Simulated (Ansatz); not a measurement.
ZnInNO:
```
ZnInNO
1.0
    3.44964     0.00000     0.00000
   -1.72482     2.98747     0.00000
    0.00000     0.00000     5.39697
In Zn O N
1 1 1 1
Direct
  0.33333   0.66667   0.51090
  0.66667   0.33333   0.99695
  0.33333   0.66667   0.11124
  0.66667   0.33333   0.63091
```

Relaxed with r²SCAN. Independent-particle spectrum: no excitons, no local fields, no scissors shift; 0.1 eV broadening; ε₁ of the summed bands alone.

Q: Tabulate the dielectric function from the program Ansatz at the r²SCAN level (PAW).

A: 

| E (eV) | ε₁ xx | ε₂ xx | ε₁ zz | ε₂ zz |
|---|---|---|---|---|
| 0.0 | 7.43 | 0.00 | 6.10 | 0.00 |
| 0.5 | 6.96 | 2.37 | 6.45 | 0.14 |
| 1.0 | 5.46 | 2.02 | 6.71 | 1.50 |
| 1.5 | 5.03 | 1.74 | 5.80 | 2.06 |
| 2.0 | 4.92 | 1.64 | 5.21 | 2.15 |
| 2.5 | 4.84 | 1.69 | 4.86 | 2.12 |
| 3.0 | 4.66 | 1.80 | 4.68 | 2.10 |
| 3.5 | 4.85 | 1.70 | 4.61 | 2.12 |
| 4.0 | 5.06 | 2.22 | 4.64 | 2.23 |
| 4.5 | 4.80 | 2.32 | 4.76 | 2.47 |
| 5.0 | 5.14 | 2.65 | 4.95 | 3.07 |
| 5.5 | 4.91 | 4.66 | 3.50 | 4.87 |
| 6.0 | 3.31 | 3.44 | 3.14 | 2.80 |
| 6.5 | 3.69 | 4.55 | 3.12 | 4.33 |
| 7.0 | 1.84 | 3.68 | 2.28 | 3.32 |
| 7.5 | 2.77 | 2.46 | 2.33 | 3.04 |
| 8.0 | 3.64 | 3.79 | 2.48 | 2.58 |
| 8.5 | 2.41 | 3.78 | 2.75 | 2.82 |
| 9.0 | 3.09 | 3.98 | 2.98 | 2.70 |
| 9.5 | 1.79 | 5.64 | 4.11 | 4.12 |
| 10.0 | 0.31 | 3.60 | -0.11 | 4.88 |
| 10.5 | 1.35 | 4.55 | 2.61 | 3.63 |
| 11.0 | 0.28 | 5.25 | -0.30 | 5.05 |
| 11.5 | 0.18 | 2.85 | 1.00 | 3.50 |
| 12.0 | 0.00 | 3.75 | 0.04 | 4.89 |

Q: From ε at 1.2 eV (xx: 5.23 + 1.89i), find n, k, the normal reflectivity and the absorption coefficient.

A: n = 2.32, k = 0.407, R = 17 %, α = 2kE/ħc = 50000 cm⁻¹.

With all bands, ε∞ without local fields is 7.65 (xx = yy), 6.32 (zz).

Space group P3m1. The start of the workflow was typed in or built on a structure type; neither database checked (COD, Materials Project) lists it. Its standing as an ambient phase is unchecked. The r²SCAN relaxation kept the symmetry of its start; whether a distortion lowers the energy is not shown. Scalar-relativistic: spin–orbit coupling is off unless named, which matters more the heavier the elements.

Potentials: the earlier of the program's two PAW sets. The files were generated under PBE; for other functionals the program regenerates the frozen cores, and for LDA and PBEsol the local potential too.
